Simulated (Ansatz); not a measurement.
# Compressing ScAl: a fit and a missing row

ScAl, Cmcm, a = 3.291 Å, b = 11.017 Å, c = 4.337 Å. The structure is a Materials Project entry; whether it is the stable form wasn't checked. Ansatz: PBEsol, PAW, 420 eV, Γ-centred 14×14×10 mesh on 4 atoms, Gaussian smearing 0.10 eV; no spin polarisation. Shape and atoms are relaxed at each volume; pressure is positive in compression.

```
V (Å³/atom) P (GPa)
     18.474        ?
     19.064     2.44
     19.654    -0.02
     20.243    -2.16
     20.833    -4.01
```

Task: Take V0 = 19.654 Å³/atom, count pressures from its P0 = -0.02 GPa, fit the third-order Birch–Murnaghan form to the other rows, and predict the missing pressure.

Result: With the Eulerian strain f = ½[(V0/V)^(2/3) − 1] and y = (P − P0)/[3f(1 + 2f)^(5/2)], the form is the line y = B0 + 1.5 B0 (B0′ − 4) f. Rows (f, y): 0.01026, 76.0; -0.00975, 76.9; -0.01905, 76.9. Means f = -0.006180, y = 76.600; Σ(Δf)² = 0.0004487, ΣΔfΔy = -0.01480; the slope is their ratio. y = 76.40 − 32.98 f GPa, so B0 = 76.4 GPa and B0′ = 4 + 2 × (-32.98)/(3 × 76.40) = 3.71. At V = 18.474, f = 0.02107, y = 75.71 and P = 5.29 GPa. The run gave 5.27 GPa, so the fit is 0.02 GPa too high, a small miss on the scale of the series. The form still works here, 33 % of the fitted range beyond its end.